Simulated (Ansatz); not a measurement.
A plane-wave run on LaTaCO

Input file of Ansatz 0.2.0:

```yaml
crystal:
  lattice:
    - [3.839112, 0.0, 0.0]
    - [0.0, 3.839112, 0.0]
    - [0.0, 0.0, 8.536923]
  atoms:
    - { symbol: La, position: [0.25, 0.25, 0.1365] }
    - { symbol: La, position: [0.75, 0.75, 0.8635] }
    - { symbol: Ta, position: [0.75, 0.25, 0.5] }
    - { symbol: Ta, position: [0.25, 0.75, 0.5] }
    - { symbol: C, position: [0.25, 0.25, 0.6625] }
    - { symbol: C, position: [0.75, 0.75, 0.3375] }
    - { symbol: O, position: [0.75, 0.25, 0.0] }
    - { symbol: O, position: [0.25, 0.75, 0.0] }
  symmetry: { tolerance: 0.0003 }
kpoints:
  mp_grid: { grid: [7, 7, 3], shift: [0, 0, 0] }
  band_path:
    path:
      - [0.0, 0.0, 0.0]
      - [0.0, 0.5, 0.0]
      - [0.5, 0.5, 0.0]
      - [0.0, 0.0, 0.0]
      - [0.0, 0.0, 0.5]
      - [0.0, 0.5, 0.5]
      - [0.5, 0.5, 0.5]
      - [0.0, 0.0, 0.5]
      - [0.0, 0.5, 0.0]
      - [0.0, 0.5, 0.5]
      - [0.5, 0.5, 0.0]
    npoints: 6
magnetization:
  spin_polarized: false
scf:
  occupations: { method: cold, width: 0.0178 }
  lower_state_search: "off"
  max_iter: 200
hamiltonian:
  pseudopotentials: { kind: paw }
  xc: pbe
basis:
  ecutwfc: 420
  fft_grid_basis: typed
output:
  forces: true
  stress: true
  eigenvalues: true
  bader: true
  populations: true
  elf: true
  write_potential: true
  volumetric_format: npy
  dos:
    e_range: [-12, 8]
    de: 0.05
    projected: { site_lists: { C: [C], La: [La], O: [O], Ta: [Ta] } }
checkpoint:
  read: saved_state
```

The saved state is an earlier solution for the same cell, perhaps on another mesh. 

Parts of the output:

```
SCF iter   1: F=—  Δρ=2.42e-3  dr2=1.37e-2
SCF iter   2: F=—  S|Δr|=    0.00e0  Δρ=7.53e-4  dr2=1.08e-3
SCF iter   3: F=—  S|Δr|=    0.00e0  Δρ=3.09e-4  dr2=2.32e-4
SCF iter   4: F=—  S|Δr|=    0.00e0  Δρ=1.15e-4  dr2=1.14e-5
SCF iter   5: F=—  S|Δr|=    0.00e0  Δρ=3.29e-5  dr2=1.18e-6
SCF iter   6: F=—  S|Δr|=    0.00e0  Δρ=1.21e-5  dr2=1.52e-7
SCF iter   7: F=-34005.7260 eV  S|Δr|=    0.00e0  Δρ=3.21e-6  dr2=1.58e-8
Free energy (F): -34005.7260 eV
Harris-Foulkes:  -34005.7260 eV  (|F-HF|=2.39e-9)
Internal energy: -34005.7254 eV  (E = F + TS)
E sigma→0 (E₀):  -34005.7258 eV
Entropy (-TS):   -0.0006 eV (-0.072 meV/atom)
Fermi energy:    13.5194 eV
--- Per-component energies (eV) ---
  E_band       = -261.7615
  E_kinetic    = 1650.5807
  E_local      = -3089.3277  (includes V_loc(G=0)·N_el)
  E_nonlocal   = 371.6929
  E_hartree    = 1129.6679
  E_xc         = -962.7662
  E_vxc        = -1015.2246  (∫ρ·V_xc dr)
  E_paw        = -28141.7291  (= ΣΔE_a)
  E_vpaw       = -438.8240  (= ΣTr[D̂ρ^β])
  E_aug_tail   = 0.0053  (compensation charges beyond the density's cutoff)
  E_ewald      = -4963.8492
  E_smearing   = -0.0006  (= −TS)
--- Forces (eV/Å), atoms counted from 1 ---
  atom   1  La     0.0000     0.0000     2.8446
  atom   2  La     0.0000     0.0000    -2.8446
  atom   3  Ta     0.0000     0.0000     0.0000
  atom   4  Ta     0.0000     0.0000     0.0000
  atom   5  C      0.0000     0.0000    -3.1694
  atom   6  C      0.0000     0.0000     3.1694
  atom   7  O      0.0000     0.0000     0.0000
  atom   8  O      0.0000     0.0000     0.0000
--- Stress (GPa, compression-positive) ---
       12.0474       0.0000       0.0000
        0.0000      12.0474       0.0000
        0.0000       0.0000       3.5325
  P = ⅓ Tr σ = 9.2091 GPa (92.091 kbar)
--- Löwdin populations: 8 sites ---
  site symbol       q [e]
     0     La     10.3775
     1     La     10.3775
     2     Ta     12.3706
     3     Ta     12.3706
     4      C      4.7559
     5      C      4.7559
     6      O      6.3766
     7      O      6.3766
  spilling = 0.0035 (of n_electrons = 68.0000)
--- Bader charges: 8 sites ---
  site symbol  charge [e]  shift [e]
     0     La      1.8911     0.0002
     1     La      1.8910     0.0002
     2     Ta      1.0367     0.0041
     3     Ta      1.0367     0.0041
     4      C     -1.6599     0.0041
     5      C     -1.6599     0.0041
     6      O     -1.2678     0.0002
     7      O     -1.2679     0.0002
```

Origin: a known structure type with other elements, at an estimated volume, so it need not be a known compound. Caveats: many states at the Fermi level without spin polarisation, so a magnetic state may lie lower; atoms or cell far from equilibrium; f levels without a U or exact exchange are poorly placed.
